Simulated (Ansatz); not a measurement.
ZrO2 in space group P4_2/nmc (No. 137; Zr on 2a, O on 4d), PBE (plane waves, PAW; program Ansatz). The conduction-band minimum lies at Γ, with 1 equivalent valley. Second derivatives d²E/dk² of the lowest band at one valley (eV·Å²), along Cartesian directions:…

| direction | d²E/dk² |
|---|---|
| [100] | 12.43 |
| [010] | 12.43 |
| [001] | 3.315 |
| [110] | 12.43 |
| [101] | 7.874 |
| [011] | 7.874 |

Task: Find the principal effective masses, the density-of-states mass and the conductivity mass.

Result: Off-diagonal terms follow from H_xy = H[110] − (H_xx + H_yy)/2, and m*/mₑ = 7.620 eV·Å² over each eigenvalue: 0.61, 0.61, 2.3. One valley's DOS mass (m₁m₂m₃)^(1/3) = 0.95, conductivity mass 3/(Σ 1/mᵢ) = 0.81 mₑ.

Task: What effective density of states Nc follows at 300 K for parabolic valleys?

Result: Nc = 2.509e19 × 1 × (0.95)^(3/2) ≈ 2.3e19 cm⁻³.

This is a known high-temperature phase of the composition, computed here at zero pressure and temperature. The cell was relaxed with PBE under the symmetry of its start; whether a distortion lowers the energy is not shown. The run is not spin-polarised. Scalar-relativistic: spin–orbit coupling is off unless named, which matters more the heavier the elements.

Potentials: the later of the program's two PAW sets.

Edges and masses are those of Kohn–Sham bands, whose gap is no quasiparticle gap.
